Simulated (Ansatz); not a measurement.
**Convergence of K$_{3}$Li with the plane-wave cutoff**

Method: DFT PBEsol, scalar-relativistic, plane waves, PAW (Ansatz).

```cif
data_structure
_symmetry_space_group_name_H-M 'P 1'
_symmetry_Int_Tables_number 1
_cell_length_a 6.1787
_cell_length_b 6.2339
_cell_length_c 6.1428
_cell_angle_alpha 89.663
_cell_angle_beta 89.393
_cell_angle_gamma 92.291
_cell_volume 236.40
loop_
_atom_site_label
_atom_site_type_symbol
_atom_site_fract_x
_atom_site_fract_y
_atom_site_fract_z
_atom_site_occupancy
K1 K 0.00764 0.50737 0.49895 1
K2 K 0.49420 0.99746 0.49957 1
K3 K 0.49826 0.51148 0.01062 1
Li1 Li 0.00287 0.01368 0.00418 1
```

| Property | Result |
| --- | --- |
| Γ-centred k-mesh | 6×6×6 |
| occupation rule | Gaussian smearing, 0.1 eV |
| spin treatment | unpolarised |
| valence charge of the PAW sets | K 9, Li 3 |

The atoms stay fixed while the plane-wave cutoff is varied. ΔE is the energy extrapolated to zero smearing, less that of the reference run (420 eV). The cell was strained and its atoms displaced at random, so that forces don't vanish. Pressure is positive in compression and holds a correction for the finite cutoff (Pulay stress).

One run gave ΔE = 109 meV/atom and P = -0.13 GPa. Which plane-wave cutoff did it use, of 200, 250, 300, 350?

250 eV. All runs:

| cutoff (eV) | ΔE (meV/atom) | P (GPa) | largest change of a force component (eV/Å) | plane waves at Γ |
| --- | --- | --- | --- | --- |
| 200 | 760 | -0.11 | 0.005 | 1511 |
| 250 | 109 | -0.13 | 0.001 | 2103 |
| 300 | 10.9 | -0.15 | 0.001 | 2813 |
| 350 | 0.58 | -0.15 | 0.000 | 3517 |
| 420 | 0.00 | -0.15 | 0.000 | 4629 |

1 further run of this set didn't finish or converge.